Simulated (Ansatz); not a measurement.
# Mo (dhcp): energy against volume

Theory: DFT, BLYP, plane waves (420 eV) with PAW, scalar-relativistic (Ansatz 0.2.0). The PAW files were generated under PBE, with cores re-solved for the functional.

The cell is scaled uniformly from the relaxed one, with fractional coordinates and shape fixed. Energies are extrapolated to zero smearing, pressures are those at the given smearing. Magnetic state: spin not included.

A Birch-Murnaghan fit gives V₀ = 16.72 Å³/atom, B₀ = 215 GPa, B₀′ = 4.2.

Task: What are the energy above the minimum and the pressure at 14.726 Å³/atom?

Result: 198.9 meV/atom and 35.80 GPa as computed.

Task: What are the energy above the minimum and the pressure at 18.073 Å³/atom?

Result: 64.1 meV/atom and -13.95 GPa as computed.

Task: What are the energy above the minimum and the pressure at 18.743 Å³/atom?

Result: 134.4 meV/atom and -19.01 GPa as computed.
